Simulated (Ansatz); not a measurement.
# Compressing CuSe₂: a fit and a missing row

CuSe₂, Pnnm, a = 4.977 Å, b = 6.097 Å, c = 3.719 Å. The structure is a COD entry; whether it is the stable form wasn't checked. Ansatz: PBEsol, PAW, 420 eV, Γ-centred 8×6×10 mesh on 6 atoms, Gaussian smearing 0.10 eV; no spin polarisation. Shape and atoms are relaxed at each volume; pressure is positive in compression.

| V (Å³/atom) | P (GPa) |
| --- | --- |
| 17.677 | 5.74 |
| 18.241 | ? |
| 18.805 | 0.01 |
| 19.369 | -2.17 |
| 19.933 | -3.98 |

**Question.** Take V0 = 18.805 Å³/atom, count pressures from its P0 = 0.01 GPa, fit the third-order Birch–Murnaghan form to the other rows, and predict the missing pressure.

**Answer.** With the Eulerian strain f = ½[(V0/V)^(2/3) − 1] and y = (P − P0)/[3f(1 + 2f)^(5/2)], the form is the line y = B0 + 1.5 B0 (B0′ − 4) f. Rows (f, y): 0.02105, 81.8; -0.00975, 78.3; -0.01905, 76.9. Means f = -0.002583, y = 79.000; Σ(Δf)² = 0.0008810, ΣΔfΔy = 0.1058; the slope is their ratio. y = 79.31 + 120.1 f GPa, so B0 = 79.3 GPa and B0′ = 4 + 2 × (120.1)/(3 × 79.31) = 5.01. At V = 18.241, f = 0.01025, y = 80.54 and P = 2.62 GPa. The run gave 2.62 GPa, the same to the digits shown.